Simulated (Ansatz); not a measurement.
One crystal and one scan (frozen-phonon scan) at two levels, r2SCAN (plane waves to 500 eV, PAW, scalar-relativistic; Ansatz, a first-principles code) and PBE (plane waves to 420 eV, PAW, scalar-relativistic; Ansatz), each from its own relaxed cell and on its own mesh. The cell shown is that of r2SCAN.

Starting cell, TiN (rock salt):

```
TiN
1.0
    0.00000     4.23251     4.23251
    2.11625     2.11625     4.23251
    2.11625     2.11625     0.00000
N Ti
2 2
Direct
  0.00000   0.00000   0.00000
  0.50000   0.00000   0.00000
  0.00000   0.50000   0.50000
  0.50000   0.50000   0.50000
```

A phonon eigenvector at X = (0.5, 0.5, 0.0) is frozen into this cell: atom i moves by Q times the vector below, so Q is the largest atomic displacement, in Å. The cell is held. (q is in reciprocal vectors of the primitive cell; the cell shown is doubled to hold the pattern.)

```
atom      x      y       z
----  -----  -----  ------
N1    0.000  0.000  -1.000
N2    0.000  0.000   1.000
Ti3   0.000  0.000   0.051
Ti4   0.000  0.000  -0.051
```

TiN is run without spin polarisation. TiN was relaxed with its symmetry unable to fall. With partly filled bands, energies and forces of such displacements shift with the k mesh and the smearing. Percentages come from the unrounded values.

Results of r2SCAN:

```
Property                                                                                                                                          Result
----------------------------------------------------------------------------------------  --------------------------------------------------------------
Lattice constant a (Å)                                                                                                                             4.233
Harmonic wavenumber from the curvature (finite differences) (cm⁻¹ (negative: imaginary))                                                             566
Shape of the curve                                                                        a single well with its minimum at or next to zero displacement
```

### Question
What does PBE give for the same quantities?

### Answer
```json
[
 {"quantity": "Lattice constant a (Å)", "PBE": "4.247", "r2SCAN − PBE": "-0.014 (-0.3 %)"},
 {"quantity": "Harmonic wavenumber from the curvature (finite differences) (cm⁻¹ (negative: imaginary))", "PBE": "543", "r2SCAN − PBE": "+23 (+4.2 %)"}
]
```

r2SCAN gives the higher value for: harmonic wavenumber from the curvature. r2SCAN gives the lower value for: lattice constant a. Both give the same shape of the curve: a single well with its minimum at or next to zero displacement.

(For displaced atoms, the force is minus the slope of the energy, and its curvature is a force constant, which sets phonon frequencies.)
